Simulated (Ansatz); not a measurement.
TiIn₂:
```
TiIn2
1.0
    0.00000     4.58799     4.92630
    2.80363     0.00000     4.92630
    2.80363     4.58799     0.00000
In Ti
4 2
Cartesian
  1.40181   0.67361   2.46315
  1.40181   3.91438   2.46315
  2.80363   1.62038   4.92630
  2.80363   7.55560   4.92630
  4.20544   6.88199   7.38945
  2.80363   4.58799   4.92630
```

This is the r²SCAN-relaxed structure.

Problem. All from r²SCAN in the plane-wave PAW code Ansatz, unless another level is named. Predict the density of states at the Fermi level.

Solution. 1.1 states/eV per atom (mean over ±0.08 eV).

Problem. Give the formation energy from the elements (no fitted shifts).

Solution. -0.001 eV/atom.

Space group Fddd. The start of the workflow was typed in or built on a structure type; neither database checked (COD, Materials Project) lists it. Its standing as an ambient phase is unchecked. The r²SCAN relaxation kept the symmetry of its start; its stability against distortions is not shown here. No spin polarisation was allowed. The references are the lowest solids computed at this level, not always the standard phases. Scalar-relativistic: spin–orbit coupling is off unless named, which matters more the heavier the elements.

Potentials: the earlier of the program's two PAW sets. The files were generated under PBE; for other functionals the program regenerates the frozen cores, and for LDA and PBEsol the local potential too.
